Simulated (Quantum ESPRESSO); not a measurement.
## Ge7 (input and log of a self-consistent run)

A calculation, not a measurement. The program is pw.x of Quantum ESPRESSO 7.5 (plane-wave density functional theory). The cell is made up: 7 atoms on a zincblende/diamond lattice with one site empty, with randomly drawn elements, strain and displacements, not relaxed. PseudoDojo standard norm-conserving files (v0.5 for PBE, v0.4.1 for LDA and PBEsol) set the functional; there is no spin polarisation, spin-orbit coupling or dispersion term, and the masses in the input are unused placeholders. A spin-polarised start on this cell or one of its family kept no moment.

Input:

```
&control calculation='scf', pseudo_dir='./dojo.nc.sr.pbe.v0_5.standard.upf', outdir='./o', disk_io='medium', tprnfor=.true., tstress=.true. /
&system ibrav=0, nat=7, ntyp=1, nbnd=59, ecutwfc=77.98206166, nosym=.true., tot_charge=0,
 occupations='smearing', smearing='fd', degauss=0.0073498644
/
&electrons conv_thr=7.350e-09, electron_maxstep=60, /
ATOMIC_SPECIES
Ge 1.0 Ge.upf
CELL_PARAMETERS angstrom
5.8945 0.0 0.0
0.0 5.8945 0.0
0.0 0.0 5.8226
ATOMIC_POSITIONS angstrom
Ge -0.0549 0.0754 -0.0589
Ge 0.0329 2.9179 2.838
Ge 2.9812 -0.0363 3.0267
Ge 2.827 2.9013 -0.0191
Ge 1.5831 1.4164 1.3331
Ge 4.5364 1.5103 4.2729
Ge 4.3512 4.32 1.4217
K_POINTS automatic
6 6 6 1 1 1
```

The log is shortened where brackets say so; the opening notice, blank lines, dates and the lines on written files are dropped, and the path of the files is cut. It prints rydbergs, bohrs and kilobars, and counts compression as positive stress.

```
     Program PWSCF v.7.5
     Parallel version (MPI & OpenMP), running on       1 processor cores
     Number of MPI processes:                 1
     Threads/MPI process:                     1
     [start-up lines left out]
     bravais-lattice index     =            0
     lattice parameter (alat)  =      11.1390  a.u.
     unit-cell volume          =    1365.2353 (a.u.)^3
     number of atoms/cell      =            7
     number of atomic types    =            1
     number of electrons       =        98.00
     number of Kohn-Sham states=           59
     kinetic-energy cutoff     =      77.9821  Ry
     charge density cutoff     =     311.9282  Ry
     scf convergence threshold =      7.3E-09
     mixing beta               =       0.7000
     number of iterations used =            8  plain     mixing
     Exchange-correlation= PBE
                           (   1   4   3   4   0   0   0)
     [axes and pseudopotential details left out]
   Cartesian axes
     site n.     atom                  positions (alat units)
         1        Ge     tau(   1) = (  -0.0093138   0.0127916  -0.0099924  )
         2        Ge     tau(   2) = (   0.0055815   0.4950208   0.4814658  )
         3        Ge     tau(   3) = (   0.5057596  -0.0061583   0.5134787  )
         4        Ge     tau(   4) = (   0.4795996   0.4922046  -0.0032403  )
         5        Ge     tau(   5) = (   0.2685724   0.2402918   0.2261600  )
         6        Ge     tau(   6) = (   0.7695988   0.2562219   0.7248961  )
         7        Ge     tau(   7) = (   0.7381797   0.7328866   0.2411909  )
     number of k points=   108  Fermi-Dirac smearing, width (Ry)=  0.0073
     Number of k-points >= 100: set verbosity='high' to print them.
     Dense  grid:   126865 G-vectors     FFT dimensions: (  64,  64,  64)
     Estimated max dynamical RAM per process >     174.91 MB
     Initial potential from superposition of free atoms
     starting charge      97.9942, renormalised to      98.0000
     Starting wfcs are   63 randomized atomic wfcs
     total cpu time spent up to now is       50.4 secs
     per-process dynamical memory:   103.4 Mb
     Self-consistent Calculation
     iteration #  1     ecut=    77.98 Ry     beta= 0.70
     Davidson diagonalization with overlap
     ethr =  1.00E-02,  avg # of iterations =  3.2
     Threshold (ethr) on eigenvalues was too large:
     Diagonalizing with lowered threshold
     Davidson diagonalization with overlap
     ethr =  8.01E-05,  avg # of iterations =  7.6
     total cpu time spent up to now is      373.7 secs
     total energy              =   -1250.28923920 Ry
     estimated scf accuracy    <       0.09104143 Ry
     iteration #  2     ecut=    77.98 Ry     beta= 0.70
     Davidson diagonalization with overlap
     ethr =  9.29E-05,  avg # of iterations =  2.0
     total cpu time spent up to now is      536.2 secs
     total energy              =   -1250.29319781 Ry
     estimated scf accuracy    <       0.02840646 Ry
     iteration #  3     ecut=    77.98 Ry     beta= 0.70
     Davidson diagonalization with overlap
     ethr =  2.90E-05,  avg # of iterations =  2.1
     total cpu time spent up to now is      740.6 secs
     total energy              =   -1250.30012365 Ry
     estimated scf accuracy    <       0.01248927 Ry
     iteration #  4     ecut=    77.98 Ry     beta= 0.70
     Davidson diagonalization with overlap
     ethr =  1.27E-05,  avg # of iterations =  2.0
     total cpu time spent up to now is      897.8 secs
     total energy              =   -1250.30227597 Ry
     estimated scf accuracy    <       0.00367174 Ry
     iteration #  5     ecut=    77.98 Ry     beta= 0.70
     Davidson diagonalization with overlap
     ethr =  3.75E-06,  avg # of iterations =  3.0
     total cpu time spent up to now is     1052.2 secs
     total energy              =   -1250.30297671 Ry
     estimated scf accuracy    <       0.00008330 Ry
     iteration #  6     ecut=    77.98 Ry     beta= 0.70
     Davidson diagonalization with overlap
     ethr =  8.50E-08,  avg # of iterations =  4.1
     total cpu time spent up to now is     1246.1 secs
     total energy              =   -1250.30299554 Ry
     estimated scf accuracy    <       0.00002436 Ry
     iteration #  7     ecut=    77.98 Ry     beta= 0.70
     Davidson diagonalization with overlap
     ethr =  2.49E-08,  avg # of iterations =  2.2
     total cpu time spent up to now is     1418.8 secs
     total energy              =   -1250.30300114 Ry
     estimated scf accuracy    <       0.00000492 Ry
     iteration #  8     ecut=    77.98 Ry     beta= 0.70
     Davidson diagonalization with overlap
     ethr =  5.02E-09,  avg # of iterations =  2.0
     total cpu time spent up to now is     1566.9 secs
     total energy              =   -1250.30300207 Ry
     estimated scf accuracy    <       0.00000015 Ry
     iteration #  9     ecut=    77.98 Ry     beta= 0.70
     Davidson diagonalization with overlap
     ethr =  1.57E-10,  avg # of iterations =  4.0
     total cpu time spent up to now is     1797.4 secs
     total energy              =   -1250.30300211 Ry
     estimated scf accuracy    <       0.00000006 Ry
     iteration # 10     ecut=    77.98 Ry     beta= 0.70
     Davidson diagonalization with overlap
     ethr =  6.40E-11,  avg # of iterations =  2.1
     total cpu time spent up to now is     1963.4 secs
     total energy              =   -1250.30300213 Ry
     estimated scf accuracy    <       0.00000002 Ry
     iteration # 11     ecut=    77.98 Ry     beta= 0.70
     Davidson diagonalization with overlap
     ethr =  1.89E-11,  avg # of iterations =  2.0
     total cpu time spent up to now is     2110.1 secs
     End of self-consistent calculation
     Number of k-points >= 100: set verbosity='high' to print the bands.
     the Fermi energy is     6.4205 ev
!    total energy              =   -1250.30300213 Ry
     estimated scf accuracy    <          1.2E-09 Ry
     smearing contrib. (-TS)   =      -0.00574292 Ry
     internal energy E=F+TS    =   -1250.29725921 Ry
     The total energy is F=E-TS. E is the sum of the following terms:
     one-electron contribution =    -760.23017781 Ry
     hartree contribution      =     436.19559151 Ry
     xc contribution           =    -304.90502295 Ry
     ewald contribution        =    -621.35764996 Ry
     convergence has been achieved in  11 iterations
     Forces acting on atoms (cartesian axes, Ry/au):
     atom    1 type  1   force =     0.00377872   -0.02404664    0.02276548
     atom    2 type  1   force =     0.02002076    0.00449602   -0.01938216
     atom    3 type  1   force =    -0.00791828   -0.00790853   -0.02149246
     atom    4 type  1   force =     0.04261079    0.02392547   -0.04572045
     atom    5 type  1   force =    -0.02948202   -0.02731011    0.04719763
     atom    6 type  1   force =    -0.03478736    0.00839545    0.01454999
     atom    7 type  1   force =     0.00577738    0.02244835    0.00208198
     Total force =     0.113357     Total SCF correction =     0.000288
     Computing stress (Cartesian axis) and pressure
          total   stress  (Ry/bohr**3)                   (kbar)     P=      -28.64
  -0.00022065   0.00007783   0.00001732          -32.46       11.45        2.55
   0.00007783  -0.00016656  -0.00008463           11.45      -24.50      -12.45
   0.00001732  -0.00008463  -0.00019677            2.55      -12.45      -28.95
     init_run     :     43.44s CPU     50.35s WALL (       1 calls)
     electrons    :   1920.77s CPU   2059.93s WALL (       1 calls)
     forces       :     20.10s CPU     20.38s WALL (       1 calls)
     stress       :     75.90s CPU     76.32s WALL (       1 calls)
     [timing details left out]
     PWSCF        :  34m20.81s CPU  36m49.44s WALL
     JOB DONE.
```

In other units: free energy -17011.239 eV for the cell, pressure -2.86 GPa, largest force component 1.213 eV/Å. A rerun of the same cell at another strain at 1347 eV and a 8 x 8 x 8 mesh moved values by no more than 0.002 eV in energy, 0.02 GPa in stress and 0.003 eV/Å in force.